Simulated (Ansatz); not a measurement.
Question: AgI in space group P6_3mc (No. 186; Ag on 2a, Ag on 2b, I on 2a, I on 2b) is relaxed with plane-wave PAW LDA (Ansatz code). What lattice parameters of the conventional cell result?

Answer: a = 4.327 Å, c = 14.381 Å.

Question: Give the free coordinates with the occupied sites.

Answer: In one choice of origin and axes:

| atom | site | symmetry | x | y | z |
|---|---|---|---|---|---|
| Ag | 2a | 3m. | 0.0000 | 0.0000 | 0.3236 |
| Ag | 2b | 3m. | 0.6667 | 0.3333 | 0.4266 |
| I | 2a | 3m. | 0.0000 | 0.0000 | 0.0180 |
| I | 2b | 3m. | 0.6667 | 0.3333 | 0.2318 |

Question: Is it a metal or does it have a gap at this level?

Answer: A gap of 1.25 eV, direct.

The first step of the workflow began from a Materials Project structure, measured or hypothetical. Its sites differ from those of the usual phase in this space group: another stacking or structure type. The LDA relaxation kept the symmetry of its start; phonons on a q-mesh show no instability. The run is not spin-polarised. A crystal of weakly bound layers computed without a dispersion correction: the cell and the soft elastic constants depend strongly on that. Scalar-relativistic: spin–orbit coupling is off unless named, which matters more the heavier the elements.

Potentials: the earlier of the program's two PAW sets.
